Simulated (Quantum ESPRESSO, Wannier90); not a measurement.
## ZnCdS$_{2}$ (P-4m2), plane waves to Wannier functions

```yaml
crystal:
  lattice:
    - [3.95435, 0.00000, 0.00000]
    - [0.00000, 3.95435, 0.00000]
    - [0.00000, 0.00000, 5.71912]
  atoms:
    - { symbol: Zn, position: [0.00000, 0.00000, 0.50000] }
    - { symbol: Cd, position: [0.50000, 0.50000, 0.00000] }
    - { symbol: S, position: [0.50000, 0.00000, 0.27642] }
    - { symbol: S, position: [0.00000, 0.50000, 0.72358] }
```

Structure: Materials Project mp-971712, symmetrised, not relaxed again. Not found in the COD (Crystallography Open Database) copy used; not checked further. Level: PBEsol, spinors with spin-orbit coupling; pw.x of Quantum ESPRESSO at 82 Ry with PseudoDojo potentials, 4×4×4 k-points, Wannier90. Density: 8×8×6 mesh, cold smearing 0.01 Ry.

Valence charges of the files: Zn 20, Cd 20, S 6. 96 bands were computed.

Isolated groups of bands, relative to the valence-band maximum (bands from 53 on overlap up to the last one computed):

```
bands  from (eV)  to (eV)  filling           weight on atomic waves
-----  ---------  -------  -------  -------------------------------
1–2      -124.57  -124.57   filled                      Zn 3s 100 %
3–4      -101.29  -101.28   filled                       Cd 4s 99 %
5–6       -80.97   -80.97   filled                      Zn 3p 100 %
7–10      -77.91   -77.90   filled                      Zn 3p 100 %
11–12     -66.45   -66.45   filled                      Cd 4p 100 %
13–16     -60.61   -60.59   filled                      Cd 4p 100 %
17–20     -12.77   -11.85   filled  S 3s 84 %, Zn 4s 5 %, Cd 5s 4 %
21–24      -7.99    -7.64   filled                       Cd 4d 94 %
25–30      -7.42    -6.99   filled             Cd 4d 92 %, S 3p 4 %
31–40      -6.36    -5.60   filled             Zn 3d 92 %, S 3p 5 %
41–52      -5.03     0.00   filled  S 3p 79 %, Zn 3d 5 %, Cd 5s 5 %
```

Wanted is a model with the orbitals Zn s p, Cd s p, S s p, without the filled groups that are mainly made of other shells (semicore states, and anion s where it isn't named); all higher bands stay in for disentanglement.

**Question.** Give num_wann, exclude_bands and num_bands, and the number of electrons that the model holds.

**Answer.** Electrons: 1×20 + 1×20 + 2×6 = 52, which fill 52 bands.
num_wann = 2 × (1×4 + 1×4 + 2×4) = 32.
exclude_bands = 1-16,21-40, 36 bands, so num_bands = 96 − 36 = 60.
The model holds 52 − 1×36 = 16 electrons. With the window frozen to 2.78 eV it follows pw.x to 10 meV rms (states up to 2.3 eV relative to the valence-band maximum).
